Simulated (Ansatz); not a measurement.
## Structure relaxation, Ir

The start is a generated cell, Ir built in the diamond structure type. Cell shape, volume and atoms are optimised at zero target pressure with PBE (plane waves to 420 eV, PAW, scalar-relativistic; Ansatz, a first-principles code). First-step values are on the input's coarse k-mesh.

Ansatz input (later rounds restart from its end on a renewed k-mesh):
Ansatz 0.2 input:
```yaml
crystal:
  lattice:
    - [0, 2.651934, 2.651934]
    - [2.651934, 0, 2.651934]
    - [2.651934, 2.651934, 0]
  atoms:
    - { symbol: Ir, position: [0.25, 0.25, 0.25] }
    - { symbol: Ir, position: [0, 0, 0] }
basis: { ecutwfc: 420, ecutrho_ratio: 4, xc_grid: 2, fft_grid_basis: typed }
kpoints: { mp_grid: { grid: [11, 11, 11] } }
hamiltonian:
  xc: pbe
  dispersion: none
  pseudopotentials: { kind: paw }
scf: { occupations: { method: fermi_dirac, width: 0.05 } }
relax: { f_tol: 0.01, max_steps: 100, cell: { stress_tol: 0.02 } }
output: { forces: true, stress: true }
```

What pressure does the first self-consistent step give?

+38.6 GPa (positive: the cell is compressed).

How much energy is released per atom?

0.30 eV/atom.

How does the volume per atom move from start to end?

+15.7 %, from 18.65 to 21.57 Å³/atom.

What band gap does the relaxed structure have at this level?

No gap (metallic).

Write out the relaxed structure.


Space group Fd-3m, origin choice 1 (No. 227); a = b = c = 5.5674 Å, α = β = γ = 90.00°

| atom | site | symmetry | x | y | z |
|---|---|---|---|---|---|
| Ir | 8a | -43m | 0.0000 | 0.0000 | 0.0000 |
(The calculation used a cell of 2 atoms; values per cell refer to that cell.)

The space group stays Fd-3m (No. 227) (the run could not lower it); the end is diamond type, with 2 atoms in the primitive cell. Final values are on a 14×14×14 k-mesh of the relaxed cell. No spin polarisation in the result.

The run could not lose the symmetry of its start: the end is stationary, and may be a saddle point rather than a minimum.

All atoms sit on sites fixed by symmetry, so only the cell could relax.

The relaxed structure here is a generated cell of Ir: the first start was made by placing the elements on the sites of a structure type, and the end was not matched to a known phase here, so it may be hypothetical. Known forms of Ir include space group No. 225.
